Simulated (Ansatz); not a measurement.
A geometry of ZnSnP$_{2}$ away from equilibrium: step 3 of the relaxation of a relaxed ZnSnP2 cell displaced along its unstable phonon at q = Γ (54i cm⁻¹), largest move 0.15 Å. Calculation: PBE (plane waves to 420 eV, PAW, scalar-relativistic; Ansatz, a program for electronic structure). Γ-centred k-mesh 9×7×7 on the run's cell (coarser than for final values), Fermi–Dirac smearing 0.05 eV. The plane waves were selected for a different cell earlier on the path.

```
CELL_PARAMETERS angstrom
      3.73448     0.00000     0.00000
      0.00000     2.53577     5.03738
      0.00000    -2.54358     5.04114
ATOMIC_POSITIONS crystal
  P  0.50000 0.47340 0.86400
  P  0.50000 0.83631 0.41059
  Zn 0.00000 0.14221 0.09152
  Sn 0.50000 0.36434 0.42324
```

Question: Give the Cartesian forces on all atoms (eV/Å).

Answer: 
```csv
atom,Fx,Fy,Fz
P1,0.00,-0.35,0.25
P2,0.00,0.55,-0.03
Zn3,0.00,-0.06,0.04
Sn4,0.00,-0.14,-0.25
```

The path ends in Pm (No. 6). No spin polarisation in the result.

The run could not lose the symmetry of its start: the end is stationary, and may be a saddle point rather than a minimum.

The end of the path is a generated cell of ZnSnP2: the first start was made by placing the elements on the sites of a structure type, and the end was not matched to a known phase here, so it may be hypothetical.
